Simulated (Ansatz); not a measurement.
BaTiO₃:
```yaml
crystal:
  lattice:
    - [3.97020, 0.00000, 0.00000]
    - [0.00000, 3.97020, 0.00000]
    - [0.00000, 0.00000, 3.97020]
  atoms:
    - { symbol: Ba, position: [0.50000, 0.50000, 0.50000] }
    - { symbol: Ti, position: [0.00000, 0.00000, 0.00000] }
    - { symbol: O, position: [0.50000, 0.00000, 0.00000] }
    - { symbol: O, position: [0.00000, 0.50000, 0.00000] }
    - { symbol: O, position: [0.00000, 0.00000, 0.50000] }
```

PBEsol (plane waves, PAW; program Ansatz) gives a gap of 1.82 eV without spin–orbit coupling, maximum at R, minimum at Γ.

**Question.** What happens when spin–orbit coupling is switched on?

**Answer.** The gap decreases by 0.02 eV, to 1.80 eV; maximum at R, minimum at Γ.

**Question.** Give the electron effective mass with spin–orbit coupling, band 1 of 2 at the edge.

**Answer.** 1.1 along [100], 0.75 along [110], 0.62 along [111] (mₑ).

**Question.** Give the electron effective mass with spin–orbit coupling, band 2 of 2 at the edge.

**Answer.** 0.39 along [100], 0.46 along [110], 0.52 along [111] (mₑ).

Space group Pm-3m (cubic perovskite). This is a known high-temperature phase of the composition, computed here at zero pressure and temperature. The cell was relaxed with PBEsol under the symmetry of its start; whether a distortion lowers the energy is not shown. The run is not spin-polarised.

Potentials: the earlier of the program's two PAW sets. The files were generated under PBE; for other functionals the program regenerates the frozen cores, and for LDA and PBEsol the local potential too.
